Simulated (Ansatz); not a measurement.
**What DFT gives for BaTiO3**

```yaml
crystal:
  lattice:
    - [3.99842, 0.00000, 3.99842]
    - [0.00000, 3.99842, 0.00000]
    - [3.99842, 0.00000, -3.99842]
  atoms:
    - { symbol: Ba, position: [0.00000, 0.00000, 0.00000] }
    - { symbol: Ba, position: [0.50000, 0.00000, 0.50000] }
    - { symbol: Ti, position: [0.00000, 0.50000, 0.50000] }
    - { symbol: Ti, position: [0.50000, 0.50000, 0.00000] }
    - { symbol: O, position: [0.25000, 0.50000, 0.75000] }
    - { symbol: O, position: [0.75000, 0.50000, 0.25000] }
    - { symbol: O, position: [0.00000, 0.00000, 0.50000] }
    - { symbol: O, position: [0.50000, 0.00000, 0.00000] }
    - { symbol: O, position: [0.25000, 0.50000, 0.25000] }
    - { symbol: O, position: [0.75000, 0.50000, 0.75000] }
```

The numbers come from plane-wave PAW DFT (Ansatz): r2SCAN, with U_eff = 4.49 eV on Ti d (all-electron-ortho-atomic projectors), no spin polarisation, 500 eV, 5×7×5 Γ-centred k points, fermi-dirac occupations (width 0.1 eV). Nothing was relaxed.

- Band edges: Within 0.7 eV of the edges, the states project mainly on O p (95 %) below the gap and on Ti d (92 %) above it.
- Charges: Bader charges in e: Ba +1.57, Ti +2.47, O -1.34. In the mean Ti gives up most and O takes most.
- Contacts: Ti–O at 2.00 Å: least valence density 0.64 e/Å³ and ELF 0.20 there. Ba–O at 2.83 Å: least valence density 0.17 e/Å³ and ELF 0.08 there, a closed-shell (ionic or weak) contact. These are pseudo-fields; inside the PAW spheres they differ from the all-electron ones.
- Electronic structure: The gap is 2.75 eV, indirect (the least direct gap found is 2.80 eV). A semilocal functional usually gives too small a gap.
- Stress: The pressure is 0.9 GPa (compression positive), so with the atoms held at these fractions the cell would first expand.

Origin: a database entry at a rescaled volume.
